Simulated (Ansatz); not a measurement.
Structure types of Ga were relaxed at one common pressure (all-electron LAPW in Ansatz 0.2.0 under PBEsol, scalar-relativistic, no spin polarisation, zero temperature). They take these volumes:

```
    type  space group  V (Å³/atom)
     bcc        Im-3m         8.82
     hcp     P6_3/mmc         8.77
beta tin     I4_1/amd         9.08
   omega       P6/mmm         8.84
      sc        Pm-3m         9.20
```

Q: At about which pressure, and is the densest type also the lowest in enthalpy?

A: 230 GPa. The densest is hcp, and it is also the lowest in enthalpy among these.
